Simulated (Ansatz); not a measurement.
This run works on a generated trial structure, not on a known crystal.

Input and command of a plane-wave DFT calculation in Ansatz:

```yaml
crystal:
  lattice:
    - [4.92500831, 0.0, 0.0]
    - [-2.46250415, 4.26518231, 0.0]
    - [0.0, 0.0, 8.31886806]
  atoms:
    - { symbol: Sr, position: [0.0, 0.0, 0.5] }
    - { symbol: Lu, position: [0.0, 0.0, 0.22634639] }
    - { symbol: Lu, position: [0.0, 0.0, 0.77365361] }
    - { symbol: Lu, position: [0.33333333, 0.66666667, 0.5] }
    - { symbol: Lu, position: [0.66666667, 0.33333333, 0.5] }
    - { symbol: Ir, position: [0.33333333, 0.66666667, 0.0] }
    - { symbol: Ir, position: [0.66666667, 0.33333333, 0.0] }
    - { symbol: Ir, position: [0.0, 0.0, 0.0] }
basis:
  ecutwfc: 420
kpoints:
  mp_grid: { grid: [4, 4, 2] }
hamiltonian:
  xc: pbe
scf:
  occupations: { method: gaussian, width: 0.2 }
  lower_state_search: "off"
output:
  forces: true
  stress: true
  eigenvalues: true
relax:
  adjacent_minimum: "off"
  f_tol: 0.08
  max_steps: 16
  cell: { stress_tol: 0.8 }
```

```bash
ansatz run input.yaml --threads 1 --pin off --max-ram 2560MiB --backend cpu --events-out ev --progress --plain --runs-dir out
```

Processor: Intel(R) Xeon(R) Processor @ 2.50GHz (Skylake/Cascade Lake), 1 thread, on a host shared with other jobs.

Question: How long does it run, and how much memory does it take?

Answer: About 6.6 min, peak memory 0.6 GiB. It solves 97 bands at 8 k points (after reduction by symmetry) with about 4333 plane waves (on the last cell), in 116 SCF iterations over 12 ionic steps.
